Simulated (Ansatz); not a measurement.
Te$_{3}$Pt$_{2}$:
```
CELL_PARAMETERS angstrom
      3.48222     2.01033     0.00000
     -3.48222     2.01033     0.00000
     -2.32553     0.00000    17.76090
ATOMIC_POSITIONS crystal
  Te 0.24492 0.75508 0.73379
  Te 0.75508 0.24492 0.26621
  Te 0.96338 0.03662 0.89042
  Te 0.03662 0.96338 0.10958
  Te 0.85984 0.14016 0.57885
  Te 0.14016 0.85984 0.42115
  Pt 0.55210 0.44790 0.65555
  Pt 0.44790 0.55210 0.34445
  Pt 0.34717 0.65283 0.04137
  Pt 0.65283 0.34717 0.95863
```

Relaxed with r²SCAN. Special points in fractions of this cell's reciprocal vectors: Γ (0.000, 0.000, 0.000); C (0.335, 0.335, 0.000); C2 (-0.335, 0.665, 0.000); Y2 (-0.500, 0.500, 0.000); M2 (-0.500, 0.500, 0.500); D (-0.330, 0.670, 0.500); D2 (0.330, 0.330, 0.500); A (0.000, 0.000, 0.500); L2 (0.000, 0.500, 0.500); V2 (0.000, 0.500, 0.000).

Question: List the band energies nearest the Fermi level at these points for the program Ansatz at the r²SCAN level (PAW).

Answer: In eV from the Fermi level; about four levels below and three above (degenerate sets whole), none deeper than 8.9 eV; points with the same levels are listed once.

```csv
k,below,above
Γ,-0.83 -0.83 -0.63 -0.60 -0.60,0.82 0.82 1.04
C,-2.07 -1.32 -1.17 -1.15,0.30 0.55 1.13
Y2,-1.93 -1.49 -1.08 -0.35,0.87 1.24 1.35
M2,-1.77 -1.47 -1.46 -0.17,0.70 1.00 1.55
D,-2.08 -1.32 -1.20 -1.12,0.30 0.54 1.14
A,-0.83 -0.82 -0.61 -0.61,0.22 0.42 0.85 0.86
```

Space group R-3m. The first step of the workflow began from a Materials Project structure, measured or hypothetical; the Crystallography Open Database files this formula in space group No. 166, but the cells were not matched. Its standing as an ambient phase is unchecked. The r²SCAN relaxation kept the symmetry of its start; whether a distortion lowers the energy is not shown. The run is not spin-polarised. A crystal of weakly bound layers computed without a dispersion correction: the cell and the soft elastic constants depend strongly on that. Point labels and valley counts follow the cell and symmetry of the run, lower than the named group. Spin–orbit coupling is left out wherever it is not named.

Potentials: the later of the program's two PAW sets.
